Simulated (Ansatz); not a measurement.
Geometry optimisation in Ansatz: input, command and trajectory.

```yaml
crystal:
  lattice:
    - [4.3109005046, 0.0, 0.0]
    - [-2.1554502523, 3.7333493501, 0.0]
    - [0.0, 0.0, 5.8666611816]
  atoms:
    - { symbol: Be, position: [0.3407837257, 0.6956198652, 0.1666666667] }
    - { symbol: Be, position: [0.3548361395, 0.6592162743, 0.5] }
    - { symbol: Be, position: [0.3043801348, 0.6451638605, 0.8333333333] }
    - { symbol: P, position: [0.6666666667, 0.8396921145, 0.2843185658] }
    - { symbol: P, position: [0.1730254479, 0.3333333333, 0.6176518992] }
    - { symbol: P, position: [0.1603078855, 0.8269745521, 0.9509852325] }
basis:
  ecutwfc: 420
kpoints:
  mp_grid: { grid: [6, 6, 4] }
hamiltonian:
  xc: pbe
scf:
  occupations: { method: gaussian, width: 0.1 }
  lower_state_search: "off"
output:
  forces: true
  stress: true
  eigenvalues: true
relax:
  adjacent_minimum: "off"
  f_tol: 0.04
  max_steps: 70
  cell: { stress_tol: 0.4 }
```

```bash
ansatz run input.yaml --threads 1 --pin off --max-ram 2560MiB --backend cpu --events-out ev --progress --plain --runs-dir out
```

Method: Ansatz, DFT PBE, scalar-relativistic, plane waves, PAW.

Of 28 frames 10 are shown, positions in Å and forces in eV/Å; the SCF threshold varies from step to step. Steps run on the plane waves of an earlier cell, with a Pulay correction in the pressure. The basis is chosen afresh for the last frame, the zero of the energies, and at times for earlier ones too; energy and pressure step there, also at an unchanged geometry. Here that happened at step 28 (-3 meV/atom, 0.2 GPa); the frames before carry an error of that size. The mark taken_back stands on steps that the optimiser undid.

```xyz
6
Lattice="4.3109 0.0000 0.0000 -2.1555 3.7333 0.0000 0.0000 0.0000 5.8667" Properties=species:S:1:pos:R:3:forces:R:3 pbc="T T T" step=1 free_energy_over_end_meV_per_atom=3881.22 pressure_GPa=74.00
Be   -0.0303    2.5970    0.9778  -15.7145  -10.2557   -7.9388
Be    0.1088    2.4611    2.9333   -1.0244   18.7370   -7.9388
Be   -0.0785    2.4086    4.8889   16.7389   -8.4813   -7.9388
P     1.0640    3.1349    1.6680   21.9209   11.3374    7.9388
P     0.0274    1.2445    3.6236   -1.1420  -24.6527    7.9388
P    -1.0914    3.0874    5.5791  -20.7789   13.3153    7.9388
6
Lattice="4.6327 0.0000 0.0000 -2.3164 4.0121 0.0000 0.0000 0.0000 6.3345" Properties=species:S:1:pos:R:3:forces:R:3 pbc="T T T" step=4 free_energy_over_end_meV_per_atom=959.90 pressure_GPa=2.01
Be   -0.1584    2.9977    1.0848   -0.7858    0.0444    0.2814
Be    0.3589    2.6504    3.1963    0.4313    0.6583    0.2814
Be   -0.2005    2.3760    5.3078    0.3545   -0.7027    0.2814
P     1.6625    3.1419    1.7720    1.7985    0.3745   -0.2814
P    -0.4267    1.0013    3.8835   -0.5749   -1.7448   -0.2814
P    -1.2359    3.8809    5.9950   -1.2236    1.3703   -0.2814
6
Lattice="4.2326 0.0000 0.0000 -2.1163 3.6655 0.0000 0.0000 0.0000 5.9433" Properties=species:S:1:pos:R:3:forces:R:3 pbc="T T T" step=7 free_energy_over_end_meV_per_atom=698.35 pressure_GPa=4.31 taken_back
Be   -0.3640    3.2203    1.2205    1.7363    0.0194   -0.2740
Be    0.8546    2.3706    3.2016   -0.8513   -1.5134   -0.2740
Be   -0.4906    1.7401    5.1827   -0.8850    1.4940   -0.2740
P     1.8857    3.1109    1.4598   -1.5967   -0.5286    0.2740
P    -0.3650    0.4770    3.4409    0.3406    1.6471    0.2740
P    -1.5207    3.7431    5.4220    1.2561   -1.1185    0.2740
6
Lattice="4.1261 0.0000 0.0000 -2.0631 3.5733 0.0000 0.0000 0.0000 6.3880" Properties=species:S:1:pos:R:3:forces:R:3 pbc="T T T" step=10 free_energy_over_end_meV_per_atom=560.26 pressure_GPa=0.08
Be   -0.1950    3.1647    1.1818    0.2618    0.1175   -0.0280
Be    0.7752    2.1599    3.3111   -0.0292   -0.2854   -0.0280
Be   -0.5802    1.8221    5.4404   -0.2326    0.1680   -0.0280
P     1.8653    3.0582    1.6991   -0.1945   -0.1781    0.0280
P    -0.3472    0.4288    3.8285   -0.0570    0.2575    0.0280
P    -1.5181    3.6596    5.9578    0.2515   -0.0793    0.0280
6
Lattice="3.8068 0.0000 0.0000 -1.9034 3.2968 0.0000 0.0000 0.0000 7.2012" Properties=species:S:1:pos:R:3:forces:R:3 pbc="T T T" step=13 free_energy_over_end_meV_per_atom=368.57 pressure_GPa=0.14
Be   -0.0526    3.2384    1.1857    0.0981    0.5036    0.0945
Be    0.9274    1.7232    3.5861    0.3871   -0.3368    0.0945
Be   -0.8748    1.6320    5.9865   -0.4852   -0.1668    0.0945
P     1.8174    2.8999    2.0620   -0.0207   -0.1389   -0.0944
P    -0.3007    0.2729    4.4624   -0.1100    0.0874   -0.0944
P    -1.5168    3.4207    6.8628    0.1306    0.0515   -0.0944
6
Lattice="3.6503 0.0000 0.0000 -1.8252 3.1613 0.0000 0.0000 0.0000 7.3504" Properties=species:S:1:pos:R:3:forces:R:3 pbc="T T T" step=16 free_energy_over_end_meV_per_atom=125.97 pressure_GPa=-2.68
Be   -0.0046    3.5892    1.3095    0.0350    0.4746    0.6854
Be    1.2855    1.3706    3.7596    0.3936   -0.2676    0.6854
Be   -1.2809    1.3627    6.2098   -0.4285   -0.2070    0.6854
P     1.7903    2.6693    2.0055    0.0143   -0.0848   -0.6854
P    -0.4086    0.2762    4.4556   -0.0805    0.0300   -0.6854
P    -1.3817    3.3770    6.9058    0.0663    0.0547   -0.6854
6
Lattice="3.6811 0.0000 0.0000 -1.8406 3.1879 0.0000 0.0000 0.0000 7.0594" Properties=species:S:1:pos:R:3:forces:R:3 pbc="T T T" step=19 free_energy_over_end_meV_per_atom=5.70 pressure_GPa=0.16
Be   -0.0108    3.6977    1.5893   -0.0017   -0.0305   -0.0023
Be    1.3671    1.3484    3.9425   -0.0256    0.0167   -0.0023
Be   -1.3564    1.3298    6.2956    0.0272    0.0138   -0.0023
P     1.8299    2.6459    1.5944   -0.0005   -0.0010    0.0023
P    -0.4641    0.2803    3.9475   -0.0007    0.0009    0.0023
P    -1.3658    3.4497    6.3007    0.0011    0.0001    0.0023
6
Lattice="3.6822 0.0000 0.0000 -1.8411 3.1889 0.0000 0.0000 0.0000 7.0678" Properties=species:S:1:pos:R:3:forces:R:3 pbc="T T T" step=22 free_energy_over_end_meV_per_atom=5.62 pressure_GPa=-0.01
Be   -0.0162    3.6912    1.5879   -0.0025   -0.0022   -0.0010
Be    1.3637    1.3573    3.9438   -0.0007    0.0033   -0.0010
Be   -1.3475    1.3293    6.2997    0.0032   -0.0011   -0.0010
P     1.8250    2.6412    1.5996   -0.0015    0.0051    0.0010
P    -0.4663    0.2878    3.9555    0.0051   -0.0012    0.0010
P    -1.3587    3.4489    6.3115   -0.0036   -0.0038    0.0010
6
Lattice="3.6737 0.0000 0.0000 -1.8369 3.1815 0.0000 0.0000 0.0000 7.1276" Properties=species:S:1:pos:R:3:forces:R:3 pbc="T T T" step=25 free_energy_over_end_meV_per_atom=5.66 pressure_GPa=0.11 taken_back
Be   -0.2621    3.7082    1.5289   -0.0424    0.0950   -0.0041
Be    1.5056    1.5544    3.9048    0.1034   -0.0108   -0.0041
Be   -1.2435    1.1004    6.2807   -0.0611   -0.0842   -0.0041
P     1.5732    2.6677    1.6855    0.1375    0.1167    0.0041
P    -0.3132    0.4852    4.0614    0.0323   -0.1774    0.0041
P    -1.2601    3.2101    6.4373   -0.1698    0.0607    0.0041
6
Lattice="3.6795 0.0000 0.0000 -1.8398 3.1865 0.0000 0.0000 0.0000 7.1112" Properties=species:S:1:pos:R:3:forces:R:3 pbc="T T T" step=28 free_energy_over_end_meV_per_atom=0.00 pressure_GPa=0.17
Be   -0.2832    3.7703    1.5235   -0.0053    0.0015   -0.0136
Be    1.5670    1.5466    3.8939    0.0040    0.0038   -0.0136
Be   -1.2838    1.0562    6.2643    0.0013   -0.0053   -0.0136
P     1.5617    2.7230    1.6835    0.0212    0.0276    0.0136
P    -0.2624    0.4726    4.0539    0.0133   -0.0321    0.0136
P    -1.2992    3.1775    6.4243   -0.0345    0.0046    0.0136
```

The start is a random arrangement. At the end the space group is P3_2 (tolerance 0.05 Å).

The run took 4.4 min on 1 thread of Intel(R) Xeon(R) Platinum 8259CL CPU @ 2.50GHz (Skylake/Cascade Lake), with other jobs on the host, peak memory 0.4 GiB.

The k mesh is coarse.